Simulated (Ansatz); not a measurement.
Y2Ge:
```
CELL_PARAMETERS angstrom
      4.37565     0.00000     0.00000
      0.00000     4.37565     0.00000
      0.00000     0.00000     8.09132
ATOMIC_POSITIONS crystal
  Y  0.00000 0.00000 0.00000
  Y  0.50000 0.50000 0.00000
  Y  0.50000 0.00000 0.35717
  Y  0.00000 0.50000 0.64283
  Ge 0.50000 0.00000 0.72441
  Ge 0.00000 0.50000 0.27559
```

Relaxed with PBE. Special points in fractions of this cell's reciprocal vectors: Γ (0.000, 0.000, 0.000); X (0.000, 0.500, 0.000); M (0.500, 0.500, 0.000); Z (0.000, 0.000, 0.500); R (0.000, 0.500, 0.500); A (0.500, 0.500, 0.500).

List the band energies nearest the Fermi level at these points for DFT-PBE in the program Ansatz with PAW potentials.

In eV from the Fermi level; about four levels below and three above (degenerate sets whole), none deeper than 8.9 eV; points with the same levels are listed once.

```json
[
 {"k": "Γ", "below": "-0.91 -0.56 -0.35 -0.30", "above": "0.16 0.16 1.25"},
 {"k": "X", "below": "-1.23 -1.23 -0.27 -0.27", "above": "0.83 0.83 1.36 1.36"},
 {"k": "M", "below": "-1.52 -1.52 -0.43 -0.43", "above": "0.25 0.25 0.73 0.73"},
 {"k": "Z", "below": "-0.33 -0.23 -0.08 -0.08", "above": "0.39 0.50 1.22 1.22"},
 {"k": "R", "below": "-1.16 -1.16 -0.28 -0.28", "above": "1.14 1.14 1.52 1.52"},
 {"k": "A", "below": "-1.52 -1.52 -0.46 -0.46", "above": "0.26 0.26 0.38 0.38"}
]
```

Space group P4/nmm. The cell is a constructed one: a structure type filled with these elements; neither database checked (COD, Materials Project) lists it. Whether it is the stable phase at ambient conditions was not checked. The cell was relaxed with PBE under the symmetry of its start; whether a distortion lowers the energy is not shown. No spin polarisation was allowed. Scalar-relativistic: spin–orbit coupling is off unless named, which matters more the heavier the elements.

Potentials: the later of the program's two PAW sets.
